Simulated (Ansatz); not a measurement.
Single point in Ansatz 0.2.0 with PBE, no spin polarisation. Cutoff 420 eV, PAW datasets, 9×9×4 Γ-centred k mesh, fermi-dirac filling (width 0.1 eV).

Computed maps in the lattice plane spanned by a (left to right, 4.44 Å, 13 points from zero) and b (bottom to top, 4.44 Å, 13 points from zero), 60° apart, at height 0.250 along c. The fields are smooth PAW ones with compensation charges, not the true ones near nuclei.

Valence density. Digits on a logarithmic scale: 0 up to 0.03 e/Å³, each further digit a factor of 1.6, 9 from 1.3 e/Å³ up:
```
3334567876543
3334579999754
4444579999975
5555569999996
6666667999997
7788877899998
7799997779997
6799999766776
5689999865555
4568999865444
3456899865433
3345677765433
2334567765433
```

Question: The cell is LuSbAu. Which atoms lie within 0.2 Å of this plane, and where (fractions of a and b)?

Answer: Sb at (0.33, 0.33), Au at (0.67, 0.67). The whole cell:
```xyz
6
Lattice="2.2180 3.8417 0.0000 -2.2180 3.8417 0.0000 0.0000 0.0000 8.0625" Properties=species:S:1:pos:R:3 pbc="T T T"
Sb   -0.0002    2.5613    2.0156
Sb   -0.0002    5.1221    6.0469
Au   -0.0002    2.5613    6.0469
Au   -0.0002    5.1221    2.0156
Lu    0.0000    0.0000    0.0000
Lu    0.0000    0.0000    4.0313
```

Origin: a known structure type with other elements, at an estimated volume, so it need not be a known compound.
